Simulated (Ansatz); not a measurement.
GaN:
```
CELL_PARAMETERS angstrom
      0.00000     2.10995     2.10995
      2.10995     0.00000     2.10995
      2.10995     2.10995     0.00000
ATOMIC_POSITIONS crystal
  Ga 0.00000 0.00000 0.00000
  N  0.50000 0.50000 0.50000
```

The program Ansatz at the PBEsol level (PAW) gives a gap of 0.54 eV without spin–orbit coupling, maximum on the K–Γ line, 53 % of the way from K, minimum at X.

Q: What happens when spin–orbit coupling is switched on?

A: The gap is nearly the same, to 0.54 eV; maximum on the K–Γ line, 53 % of the way from K, minimum at X.

Q: Give the electron effective mass with spin–orbit coupling.

A: 0.18, 0.18, 0.47 mₑ (principal values).

Q: Give the hole effective mass with spin–orbit coupling.

A: 0.28, 1.1, 4.3 mₑ (principal values).

Space group Fm-3m (rock salt). This is a known high-pressure phase of the composition, computed here at zero pressure and temperature. The PBEsol relaxation kept the symmetry of its start; whether a distortion lowers the energy is not shown.

Potentials: the earlier of the program's two PAW sets. The files were generated under PBE; for other functionals the program regenerates the frozen cores, and for LDA and PBEsol the local potential too.
